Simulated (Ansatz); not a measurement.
The relaxed structure here is a generated cell of V: the first start was made by placing the elements on the sites of a structure type, and the end was not matched to a known phase here, so it may be hypothetical. Known forms of V include space group No. 229.

One starting cell of V (a generated trial cell of V in the omega structure type) was relaxed twice with Ansatz (plane waves, PAW, scalar-relativistic): with PBEsol at 420 eV and with PBE at 420 eV. The PBEsol result:

V has the hexagonal space group P6/mmm (No. 191), Pearson symbol hP3. Lattice parameters: a = b = 4.4020 Å, c = 2.3464 Å, α = β = 90.00°, γ = 120.00°. V1 on 1a is surrounded by 2 V at 2.346 Å and 12 V at 2.799 Å. V2 on 2d sees 17 V at 2.346–3.459 Å. (Neighbours: up to the widest gap in distance over summed covalent radii, below 1.35, at either atom.)

```json
[
 {"quantity": "space group", "PBEsol": "P6/mmm", "PBE": "P6/mmm"},
 {"quantity": "volume (Å³/atom)", "PBEsol": "13.13", "PBE": "13.65"},
 {"quantity": "a (Å)", "PBEsol": "4.402", "PBE": "4.453"},
 {"quantity": "c (Å)", "PBEsol": "2.346", "PBE": "2.384"},
 {"quantity": "gap (eV, no spin-orbit coupling)", "PBEsol": "0.00", "PBE": "0.00"}
]
```

Both levels end in the same structure; PBE's volume is 4.0 % larger. Neither column is exact.

No spin polarisation in the result.

The run could not lose the symmetry of its start: the end is stationary, and may be a saddle point rather than a minimum.

All atoms sit on sites fixed by symmetry, so only the cell could relax.

Ansatz is a program for electronic structure.
